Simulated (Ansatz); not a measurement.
ZnWO4:
```yaml
crystal:
  lattice:
    - [4.66447, 0.00000, 0.00000]
    - [0.00000, 5.71521, 0.00000]
    - [-0.05030, 0.00000, 4.90797]
  atoms:
    - { symbol: Zn, position: [0.50000, 0.67789, 0.75000] }
    - { symbol: Zn, position: [0.50000, 0.32211, 0.25000] }
    - { symbol: W, position: [0.00000, 0.18135, 0.75000] }
    - { symbol: W, position: [0.00000, 0.81865, 0.25000] }
    - { symbol: O, position: [0.78300, 0.10572, 0.06514] }
    - { symbol: O, position: [0.21700, 0.89428, 0.93486] }
    - { symbol: O, position: [0.21700, 0.10572, 0.43486] }
    - { symbol: O, position: [0.78300, 0.89428, 0.56514] }
    - { symbol: O, position: [0.74259, 0.37611, 0.59701] }
    - { symbol: O, position: [0.25741, 0.62389, 0.40299] }
    - { symbol: O, position: [0.25741, 0.37611, 0.90299] }
    - { symbol: O, position: [0.74259, 0.62389, 0.09701] }
```

Cartesian axes are those of the cell as given.

**Question.** Give the high-frequency dielectric tensor and the Born effective charge tensors of the independent atoms from DFPT, the program Ansatz at the PBEsol level (PAW).

**Answer.** 
ε∞:
```
5.28  0.00  0.11
0.00  5.13  0.00
0.11  0.00  5.89
```
Z* of atom 1 (Zn), rows: field, columns: displacement, in e:
```
3.40  0.00  0.05
0.00  2.66  0.00
0.01  0.00  2.64
```
Z* of atom 3 (W), rows: field, columns: displacement, in e:
```
5.13  0.00  0.16
0.00  5.86  0.00
0.24  0.00  7.59
```
Z* of atom 5 (O), rows: field, columns: displacement, in e:
```
-1.88   0.37   0.73
 0.30  -1.96   0.75
 0.86   1.01  -3.28
```
Z* of atom 9 (O), rows: field, columns: displacement, in e:
```
-2.38   1.19  -0.83
 1.36  -2.30   0.72
-0.98   0.55  -1.84
```

Space group P2/c. The first step of the workflow began from a Materials Project structure, measured or hypothetical; the Crystallography Open Database files this formula in space group No. 13, but the cells were not matched. Whether it is the stable phase at ambient conditions was not checked. Symmetry was held in the PBEsol relaxation; whether a distortion lowers the energy is not shown. The run is not spin-polarised. No Hubbard U is applied. Spin–orbit coupling is left out wherever it is not named.

Potentials: the later of the program's two PAW sets.
